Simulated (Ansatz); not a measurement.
Values for one crystal, relaxed and computed with DFT-r²SCAN in the program Ansatz with PAW potentials; other levels are named.

```yaml
volume_per_atom: 30.02 Å³
band_gap: 1.60 eV (indirect)
electron_effective_mass: 0.35, 0.35, 0.40 mₑ (principal values)
Gap with spin–orbit coupling: 1.56 eV
Bulk modulus (Birch–Murnaghan fit): 28.9 GPa
conduction_band_minimum: at L (4 equivalent valleys)
Hole effective mass with spin–orbit coupling: 0.19, 0.82, 0.82 mₑ (principal values)
```

**Question.** Pick the material that matches.
A) Rb2AgSbCl6, Fm-3m (Rb on 8c, Ag on 4b, Sb on 4a, Cl on 24e)
B) K2PtCl4, P4/mmm (K on 2e, Pt on 1a, Cl on 4j)
C) Mg2H6Os, Fm-3m (Mg on 8c, H on 24e, Os on 4a)
D) Ca6Sb2PN, Fm-3m (Ca on 24e, Sb on 8c, P on 4a, N on 4b)

**Answer.** A, Rb2AgSbCl6, Fm-3m (Rb on 8c, Ag on 4b, Sb on 4a, Cl on 24e)

The workflow started from a Materials Project entry (that database holds measured and hypothetical structures alike); the Crystallography Open Database copy checked does not list it. Whether it is the stable phase at ambient conditions was not checked. Symmetry was held in the r²SCAN relaxation; its stability against distortions is not shown here. The run is not spin-polarised. Spin–orbit coupling is left out wherever it is not named.

Potentials: the later of the program's two PAW sets.
